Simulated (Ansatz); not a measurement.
# Antifluorite alloy of Li2S and Na2S (40 of 64 Li sites exchanged), 96 atoms

Ansatz, PAW, plane waves. PBEsol relaxation of volume and atoms (shape held) at the single k point (¼, ¼, ¼) without its symmetry partners; single points on the relaxed atoms at the single k point (¼, ¼, ¼) without its symmetry partners, onto which points of the small cell's zone fold. Arrangement: random. No spin–orbit coupling unless named.

Relaxed structure:

```
CELL_PARAMETERS angstrom
12.50169 0.00000 0.00000
0.00000 12.50169 0.00000
0.00000 0.00000 12.50169
ATOMIC_POSITIONS crystal
Li 0.37682 0.11976 0.12651
Li 0.84485 0.16172 0.66229
Li 0.84499 0.64969 0.65972
Li 0.13486 0.87955 0.60298
Li 0.62885 0.37380 0.12931
Li 0.59642 0.84791 0.60855
Li 0.11615 0.61399 0.35981
Li 0.11497 0.62092 0.87167
Li 0.63530 0.13116 0.87632
Li 0.13600 0.12190 0.12151
Li 0.12629 0.62537 0.12226
Li 0.60918 0.14770 0.10092
Li 0.61827 0.62173 0.62972
Li 0.37460 0.87412 0.37317
Li 0.89339 0.38203 0.35899
Li 0.87856 0.38858 0.86518
Li 0.90361 0.88298 0.36090
Li 0.39393 0.35390 0.11243
Li 0.36304 0.87640 0.61311
Li 0.40069 0.14365 0.89870
Li 0.87710 0.13578 0.88668
Li 0.87786 0.62742 0.88093
Li 0.12484 0.37469 0.36898
Li 0.13115 0.86264 0.37392
Na 0.36718 0.11949 0.62904
Na 0.36937 0.61755 0.12923
Na 0.36589 0.63111 0.62314
Na 0.87448 0.12563 0.13502
Na 0.88056 0.62313 0.13066
Na 0.13109 0.37451 0.12289
Na 0.12012 0.37536 0.62033
Na 0.12858 0.87597 0.12537
Na 0.62673 0.37125 0.63544
Na 0.63079 0.88657 0.12732
Na 0.13072 0.11769 0.36725
Na 0.13606 0.12117 0.86941
Na 0.63112 0.11683 0.36847
Na 0.62306 0.62047 0.38136
Na 0.62445 0.62785 0.87777
Na 0.10420 0.12036 0.61830
Na 0.10937 0.63122 0.61293
Na 0.61859 0.10887 0.62777
Na 0.62720 0.62414 0.13068
Na 0.37232 0.37750 0.36552
Na 0.37154 0.37681 0.87700
Na 0.37209 0.88417 0.86636
Na 0.87800 0.88317 0.87779
Na 0.37122 0.37300 0.62783
Na 0.37750 0.87275 0.11790
Na 0.87825 0.37309 0.11656
Na 0.87621 0.39503 0.61346
Na 0.88507 0.87276 0.12475
Na 0.87023 0.88949 0.62414
Na 0.37935 0.12216 0.37313
Na 0.36696 0.62906 0.37734
Na 0.37224 0.62458 0.87540
Na 0.88624 0.12448 0.39258
Na 0.87284 0.63158 0.39110
Na 0.12239 0.37216 0.87725
Na 0.11883 0.86631 0.86622
Na 0.63036 0.36790 0.37960
Na 0.62857 0.37413 0.88110
Na 0.63516 0.86669 0.38115
Na 0.62914 0.88479 0.86574
S 0.00701 0.01401 0.00298
S 0.01376 0.97416 0.48586
S 0.99908 0.50821 0.98946
S 0.00971 0.49195 0.47436
S 0.50383 0.01870 0.99869
S 0.49269 0.98060 0.50256
S 0.50099 0.48811 0.01355
S 0.50145 0.49979 0.50913
S 0.26486 0.23765 0.00985
S 0.24629 0.25170 0.49456
S 0.23841 0.73824 0.99770
S 0.24780 0.76547 0.49330
S 0.74535 0.24480 0.00137
S 0.75366 0.24445 0.51068
S 0.75443 0.74917 0.99889
S 0.73731 0.74078 0.52782
S 0.25918 0.00112 0.24186
S 0.23941 0.98384 0.73044
S 0.23491 0.50479 0.25263
S 0.23960 0.50480 0.75259
S 0.76813 0.98767 0.26430
S 0.76058 0.02638 0.76562
S 0.75326 0.48929 0.25265
S 0.75665 0.50882 0.75689
S 0.00693 0.25552 0.25413
S 0.98352 0.25359 0.75823
S 0.01211 0.74736 0.25893
S 0.98602 0.73653 0.75499
S 0.50497 0.24729 0.23192
S 0.49845 0.23926 0.76264
S 0.49708 0.75426 0.25392
S 0.50016 0.75293 0.74120
```

What are the mean bond lengths by pair (pairs within 1.2 times the sum of covalent radii, less contacts 15 % beyond the pair's median; cation–cation pairs of compounds aside; long ionic contacts are cut short by that bound)?

Li–S 2.526 ± 0.091 Å (standard deviation, 82 bonds); Na–S 2.765 ± 0.066 Å (standard deviation, 160 bonds).

What gap lies between the top filled and the lowest empty level in the single points?

r²SCAN 3.89 eV (11 s on NVIDIA H100). Away from Γ this isn't the crystal's band gap.
